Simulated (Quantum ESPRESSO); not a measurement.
# Planted mistakes on one cell of TiGaGeO5F

The results below are calculated, not measured. They come from pw.x of Quantum ESPRESSO 7.5, a plane-wave density functional program, with PseudoDojo standard norm-conserving files (v0.5 for PBE, v0.4.1 for LDA and PBEsol). The cells are made up: elements, strain and atom displacements were drawn at random, and nothing was relaxed. There is no spin polarisation, spin-orbit coupling or dispersion term.

The cell has 10 sites of a corundum lattice. Sites 1 to 4 hold Ti empty Ga Ge; sites 5 to 10 hold O O O O O F. Cell vectors in Å: (2.663, 1.574, 4.618); (-2.663, 1.501, 4.642); (-0.063, -3.015, 4.611). Settings: PBE, cutoff 1143 eV, 5 x 5 x 5 k mesh shifted by half a step, Fermi-Dirac smearing of 0.025 eV.

The intended run has a self-consistency threshold of 1e-07 eV, a smearing term of 0.000 eV, a pressure of -18.61 GPa and 16 iterations. Each further run changes one thing: all lengths scaled by 0.9836; atoms of sites 3 and 4 exchanged; cutoff 580 eV; files of LDA; k mesh 2 x 2 x 2; one electron removed; smearing 0.5 eV; threshold 0.08 eV. A coarse mesh keeps the shift, and a charged cell sits in a uniform background.

| run | change of free energy (eV) | smearing term -TS (eV) | change of P (GPa) | largest change of a force component (eV/Å) | iterations |
| --- | --- | --- | --- | --- | --- |
| A | -0.468 | -1.558 | 2.83 | 0.489 | 16 |
| B | -5.726 | -0.023 | -17.97 | 0.988 | 19 |
| C | 0.021 | 0.000 | -0.01 | 0.072 | 16 |
| D | 0.020 | 0.000 | 0.94 | 1.837 | 16 |
| E | 11.929 | 0.000 | -9.41 | 0.444 | 16 |
| F | 0.008 | 0.000 | -2.34 | 0.064 | 8 |
| G | -0.548 | 0.000 | 5.06 | 0.457 | 16 |
| H | 58.346 | 0.000 | -369.01 | 0.514 | 16 |

A rerun of the intended cell at 1437 eV and k mesh 7 x 7 x 7 moved values by no more than 0.003 eV in the cell's energy, 0.04 GPa in stress and 0.002 eV/Å in force.

Question: which change belongs to which run?

## Worked reading

Run F has the fewest iterations, as a run stopped early does. Run A has the largest smearing term, as wide smearing gives. Run H has a higher energy and the largest fall in pressure, as too small a basis gives. Run G changes the volume by a factor of 0.9516; minus its pressure change over the logarithm of that factor, 102 GPa, is a rough bulk modulus with clamped atoms. Energies from files of another functional, or of a charged cell, have another zero and say nothing on stability; the pressure of a charged cell rests on the program's zero of potential too.

## Key

```
run                            change
  A                   smearing 0.5 eV
  B              one electron removed
  C                  k mesh 2 x 2 x 2
  D  atoms of sites 3 and 4 exchanged
  E                      files of LDA
  F                 threshold 0.08 eV
  G      all lengths scaled by 0.9836
  H                     cutoff 580 eV
```